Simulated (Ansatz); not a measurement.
Starting cell, Ga$_{2}$O$_{3}$ (corundum):

```
Ga2O3
1.0
    2.52884     1.46003     4.54105
   -2.52884     1.46003     4.54105
    0.00000    -2.92005     4.54105
Ga O
4 6
Direct
  0.35584   0.35584   0.35584
  0.14416   0.14416   0.14416
  0.64416   0.64416   0.64416
  0.85584   0.85584   0.85584
  0.55313   0.94687   0.25000
  0.25000   0.55313   0.94687
  0.94687   0.25000   0.55313
  0.44687   0.05313   0.75000
  0.75000   0.44687   0.05313
  0.05313   0.75000   0.44687
```

The atoms are displaced by Q × the pattern below (from a DFPT mode at Γ, largest move 1; Q in Å), at fixed cell.

```json
[
 {"atom": "Ga1", "x": "0.000", "y": "0.000", "z": "1.000"},
 {"atom": "Ga2", "x": "0.000", "y": "0.000", "z": "-1.000"},
 {"atom": "Ga3", "x": "0.000", "y": "0.000", "z": "-1.000"},
 {"atom": "Ga4", "x": "0.000", "y": "0.000", "z": "1.000"},
 {"atom": "O5", "x": "-0.161", "y": "0.000", "z": "0.000"},
 {"atom": "O6", "x": "0.081", "y": "-0.140", "z": "0.000"},
 {"atom": "O7", "x": "0.081", "y": "0.140", "z": "0.000"},
 {"atom": "O8", "x": "0.161", "y": "0.000", "z": "0.000"},
 {"atom": "O9", "x": "-0.081", "y": "0.140", "z": "0.000"},
 {"atom": "O10", "x": "-0.081", "y": "-0.140", "z": "0.000"}
]
```

All values below come from PBE (plane waves to 420 eV, PAW, scalar-relativistic; Ansatz, a first-principles code). k mesh 8×8×8 (Γ-centred), Fermi-Dirac smearing 0.05 eV. The energy includes the smearing's −TS. Ga2O3 was relaxed with its symmetry unable to fall. ΔE is measured from the undisplaced structure.

```
Q (Å)    ΔE (meV/cell)
-------  -------------
-0.2800           2161
-0.2333           1416
-0.1867            859
-0.1400            460
-0.0933            195
-0.0467             47
0.0000               0
0.0467              43
0.0933             164
0.1400             355
0.1867             607
0.2333        withheld
0.2800            1264
```

### Question
Fit a polynomial form (powers 2, 3, 4) to the given rows and predict ΔE at Q = 0.2333.

### Answer
Least squares on the 12 given rows: ΔE = (20350)·Q² + (-20270)·Q³ + (18870)·Q⁴, in meV/cell with Q in Å; root-mean-square residual 3.5 meV/cell. At 0.2333 the fit gives 906 meV/cell; the calculation gives 913 meV/cell, so the interpolation is off by -7 (-0.8 %). The quadratic term alone would give 1108 meV/cell.

(A displaced cell: forces are minus the slopes of the energy, force constants its curvatures, and phonons follow from these.)
